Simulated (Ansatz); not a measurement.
Computed with DFT PBE, scalar-relativistic, plane waves, PAW in Ansatz. All cells share a 420 eV cutoff and Γ-centred k meshes spaced at most about 0.3 Å⁻¹ (about 0.25 or finer for metals, 2π included). No spin polarisation in the final relaxations.

All energies are static (0 K, no zero-point motion). Lower structures may exist.

Question: Order these relaxed structures of LiGeN by energy, lowest first, with the energy over the lowest of them.
A.

```
Li Ge N
1.0
     3.19366    0.00000    0.00000
     0.00000    3.61224    0.00000
     0.00000    0.00000    9.89117
Li Ge N
2 2 2
Direct
  0.00000 0.00000 0.71295
  0.00000 0.00000 0.28705
  0.50000 0.50000 0.87650
  0.50000 0.50000 0.12350
  0.00000 0.50000 0.22514
  0.00000 0.50000 0.77486
```

B.

```
Li Ge N
1.0
     1.50728   -4.86441    0.00000
     1.50728    4.86441    0.00000
     0.00000    0.00000    4.85863
Li Ge N
2 2 2
Direct
  0.76570 0.23430 0.25000
  0.23430 0.76570 0.75000
  0.50000 0.50000 0.00000
  0.50000 0.50000 0.50000
  0.12094 0.87906 0.25000
  0.87906 0.12094 0.75000
```

C.

```
Li Ge N
1.0
     3.17914    0.00000    0.00000
     0.00000    3.17914    0.00000
     0.00000    0.00000    3.79199
Li Ge N
1 1 1
Direct
  0.50000 0.50000 0.00000
  0.00000 0.00000 0.50000
  0.00000 0.00000 0.00000
```

D.

```
Li Ge N
1.0
     3.01537    0.00000    0.00000
    -1.50769    2.61139    0.00000
     0.00000    0.00000    9.42993
Li Ge N
2 2 2
Cartesian
  1.5077 0.8705 6.9936
  0.0000 1.7409 2.2786
  0.0000 0.0000 4.7017
  0.0000 0.0000 9.4167
  0.0000 1.7409 5.6995
  1.5077 0.8705 0.9845
```

Answer: D (0 meV/atom), A (353 meV/atom), C (392 meV/atom), B (559 meV/atom). Forms: D P6_3mc; A Pmmm; C P4/mmm; B Cmcm. Counting N atoms around Ge and Li (those within 1.25 times the shortest such distance or 1.15 times the sum of covalent radii, 1.27 where that leaves under three; the shortest distance is added where it exceeds 1.18 times the sum of covalent radii): D has Li 3, Ge 3; A has Li 2, Ge 2; C has Li 4, Ge 2; B has Li 2, Ge 4 from 2.3 Å. A holds Ge–Ge pairs (shortest 2.44 Å); B holds Ge–Ge chains (shortest 2.43 Å) (bonds between like non-metal atoms; other contacts aren't counted).

Weakly bound directions are ill-defined at this level, which has no dispersion term (Pmmm), and this can change margins and order among such cells. The P6_3mc cell at 12.4 Å³/atom was relaxed from a Materials Project cell. With atoms moved at random, P6_3mc came back. Other cells relaxed within their symmetry can be saddle points. Some structure types and database cells were kept out of the candidates from the start, so a known form may be missing.
